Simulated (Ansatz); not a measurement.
# Notes on CaGa2Ni

```yaml
crystal:
  lattice:
    - [4.04986, 0.00000, 0.00000]
    - [2.02493, -5.17181, 0.00000]
    - [0.00000, 0.00000, -6.94559]
  atoms:
    - { symbol: Ca, position: [0.44210, 0.11580, 0.25000] }
    - { symbol: Ca, position: [0.55790, 0.88420, 0.75000] }
    - { symbol: Ni, position: [0.28140, 0.43720, 0.75000] }
    - { symbol: Ni, position: [0.71860, 0.56280, 0.25000] }
    - { symbol: Ga, position: [0.16080, 0.67840, 0.44320] }
    - { symbol: Ga, position: [0.83920, 0.32160, 0.94320] }
    - { symbol: Ga, position: [0.83920, 0.32160, 0.55680] }
    - { symbol: Ga, position: [0.16080, 0.67840, 0.05680] }
```

Single point in Ansatz 0.2.0 with r2SCAN, no spin polarisation. Cutoff 500 eV, PAW datasets, 9×9×5 Γ-centred k mesh, fermi-dirac filling (width 0.1 eV).

Problem. Is there a gap?

Solution. It is a metal, with about 3.5 states/eV a cell as the mean within 0.25 eV of the Fermi level, mostly Ga p (54 %) and Ni d (25 %).

Problem. What do density and ELF say about some of the short contacts?

Solution. Ni–Ga at 2.47 Å: least valence density 0.35 e/Å³ and ELF 0.37 there. Ga–Ga at 2.68 Å: least valence density 0.28 e/Å³ and ELF 0.46 there. Ca–Ni at 2.86 Å: least valence density 0.15 e/Å³ and ELF 0.09 there. Both are smooth PAW fields, read partly inside the augmentation spheres.

Problem. What is the formation energy?

Solution. -0.53 eV an atom against the elements' usual phases (free molecules for gases, crystals otherwise, with no correction for O₂ or N₂), so it is bound against them; other compounds may still compete. Relaxing would lower it.

Problem. Give the Bader charges.

Solution. Bader charges in e: Ca +1.36, Ga -0.29, Ni -0.78. In the mean Ca gives up most and Ni takes most.

Problem. Which atom feels the largest force, and which way?

Solution. The largest is on Ga5 (and as large on other atoms): 0.20 eV/Å, components (0.00, 0.20, 0.04). It makes 71° with the line to a nearest neighbour, Ni3 at 2.47 Å.

Origin: a database entry at a rescaled volume. Caveats: no spin polarisation, so a magnetic state may lie lower.
